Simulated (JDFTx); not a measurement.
An input for JDFTx (a modified build) (hydrogen phosphate, HPO4 (SMILES O=P([O-])([O-])O), charge -2, multiplicity 1, vacuum; bohr, hartree) and the course of its log:

```
lattice \
  25.0388711513 0.0000000000 0.0000000000 \
  0.0000000000 22.6767134955 0.0000000000 \
  0.0000000000 0.0000000000 24.0940080890
coords-type Cartesian
ion O -2.0629173771 1.4644859576 0.0083837482 0
ion P 0.8892204287 -0.2295007463 0.0040889759 0
ion O 0.6695779645 -1.7985480516 2.4213081893 0
ion O 2.9140788300 1.7985480516 0.0095012209 0
ion O 0.6695749306 -1.7858084726 -2.4213081893 0
ion H -2.9140788300 -0.1254024463 0.0045653625 0
ion-species pseudo/o_pbe_v1.2.upf
ion-species pseudo/p_pbe_v1.5.upf
ion-species pseudo/h_pbe_v1.4.upf
core-overlap-check none
elec-cutoff 20 100
elec-ex-corr gga-PBE
symmetries none
coulomb-interaction Isolated
coulomb-truncation-embed 0 0 0
elec-n-bands 19
converge-empty-states yes
elec-initial-charge +2
electronic-scf nIterations 100 energyDiffThreshold 1e-08
dump-name s0.$VAR
dump End State Ecomponents EigStats BandEigs Forces ElecDensity IonicPositions
```

```
[one cycle in 5 is shown, and the last three; fluid-solver lines are left out]
SCF: Cycle:  0   Etot: -70.170185678567520   dEtot: +6.484e-01   |Residual|: 9.983e-01   |deigs|: 9.217e-02
SCF: Cycle:  5   Etot: -71.267867260773016   dEtot: +2.629e-01   |Residual|: 2.884e-01   |deigs|: 1.604e-02
SCF: Cycle: 10   Etot: -71.165487913826638   dEtot: +1.142e-01   |Residual|: 3.773e-01   |deigs|: 6.758e-03
SCF: Cycle: 15   Etot: -71.291324670043025   dEtot: +2.541e-01   |Residual|: 2.620e-01   |deigs|: 4.022e-03
SCF: Cycle: 20   Etot: -71.276274631991356   dEtot: -2.567e-03   |Residual|: 2.782e-01   |deigs|: 1.134e-02
SCF: Cycle: 25   Etot: -71.547965582579948   dEtot: -3.655e-04   |Residual|: 1.295e-01   |deigs|: 1.796e-03
SCF: Cycle: 30   Etot: -71.275466624484466   dEtot: +2.344e-03   |Residual|: 2.789e-01   |deigs|: 4.551e-03
SCF: Cycle: 35   Etot: -71.551950989000900   dEtot: +5.995e-04   |Residual|: 1.141e-01   |deigs|: 5.362e-04
SCF: Cycle: 40   Etot: -71.275588083821063   dEtot: +2.822e-01   |Residual|: 2.773e-01   |deigs|: 1.566e-03
SCF: Cycle: 45   Etot: -71.272864546369206   dEtot: +2.842e-01   |Residual|: 2.833e-01   |deigs|: 2.133e-03
SCF: Cycle: 50   Etot: -71.556089761995750   dEtot: +1.067e-04   |Residual|: 9.706e-02   |deigs|: 1.080e-03
SCF: Cycle: 55   Etot: -71.557297177476130   dEtot: -2.824e-01   |Residual|: 9.361e-02   |deigs|: 4.303e-04
SCF: Cycle: 60   Etot: -71.555510543302830   dEtot: -3.879e-04   |Residual|: 9.851e-02   |deigs|: 6.805e-04
SCF: Cycle: 65   Etot: -71.288290371103386   dEtot: -8.218e-03   |Residual|: 2.782e-01   |deigs|: 5.135e-03
SCF: Cycle: 70   Etot: -71.265514102364378   dEtot: -2.071e-03   |Residual|: 2.869e-01   |deigs|: 1.156e-03
SCF: Cycle: 75   Etot: -71.552627021725556   dEtot: +1.955e-04   |Residual|: 1.077e-01   |deigs|: 1.433e-04
SCF: Cycle: 80   Etot: -71.262105395641782   dEtot: +5.923e-03   |Residual|: 2.905e-01   |deigs|: 2.676e-03
SCF: Cycle: 85   Etot: -71.556823268987699   dEtot: +1.105e-04   |Residual|: 9.543e-02   |deigs|: 2.432e-04
SCF: Cycle: 90   Etot: -71.277602077334336   dEtot: +2.786e-01   |Residual|: 2.760e-01   |deigs|: 1.969e-03
SCF: Cycle: 95   Etot: -71.274322327077186   dEtot: -1.705e-03   |Residual|: 2.794e-01   |deigs|: 8.708e-04
SCF: Cycle: 97   Etot: -71.276302340778983   dEtot: +2.706e-04   |Residual|: 2.777e-01   |deigs|: 7.361e-04
SCF: Cycle: 98   Etot: -71.555571992154583   dEtot: -2.793e-01   |Residual|: 9.953e-02   |deigs|: 4.424e-03
SCF: Cycle: 99   Etot: -71.553940509100272   dEtot: +1.631e-03   |Residual|: 1.039e-01   |deigs|: 2.336e-03
SCF: None of the convergence criteria satisfied after 100 iterations.
IonicMinimize: Iter:   0  Etot: -71.553940509100272  |grad|_K:  0.000e+00
IonicMinimize: Converged (|grad|_K<1.000000e-04).
```

This run gave no converged result. The electronic loop ended without meeting its threshold, so the last energy, chemical potential and forces aren't results.
